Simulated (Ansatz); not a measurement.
**Slab of rocksalt TiC (100), 1 layer**

The slab is cut from the rocksalt crystal, which needn't be the stable phase, as relaxed on PAW files (10.17 Å³/atom), with 16 Å of vacuum and a dipole correction:

```
Ti C
1.0
     3.06370    0.00000    0.00000
     0.00000    3.06370    0.00000
     0.00000    0.00000   16.00000
Ti C
1 1
Direct
  0.25000 0.25000 0.50000
  0.75000 0.75000 0.50000
```

Computed with Ansatz 0.2.0; functional PBE, scalar-relativistic. Settings: a Γ-centred 13×13×1 k mesh, Fermi–Dirac smearing of 0.05 eV, no spin polarisation. Methods: LAPW: all electrons, basis error target 1 meV/atom; PAW: frozen-core files, cutoff 420 eV.

The bulk energy comes from a cell in the slab's orientation on a 13×13×10 mesh. The surface energy is (E(slab) − N·E(bulk))/2A at zero smearing, the mean of both faces; thin slabs carry quantum-size effects.

Problem. As cut, the LAPW slab lies 2.540 eV above 2 atoms of bulk. What surface energy is that?

Solution. Over two faces of 9.39 Å² it is 135.3 meV/Å², and times 16.02 J/m² per eV/Å² that gives γ = 2.168 J/m².

| method | γ as cut (J/m²) |
| --- | --- |
| LAPW | 2.168 |
| PAW | 2.166 |

Problem. Where do the band edges lie?

Solution. On the k mesh: gap 0.14 eV, valence top 3.79 eV below the vacuum level.

Problem. A field of 0.2 V/Å is applied along the normal, atoms held. What follows?

Solution. LAPW finds an induced dipole of 0.0351 e·Å a cell (PAW 0.0350), that is 3.38 Å for 4πα over the area, against 0.00 Å between the outer atoms.
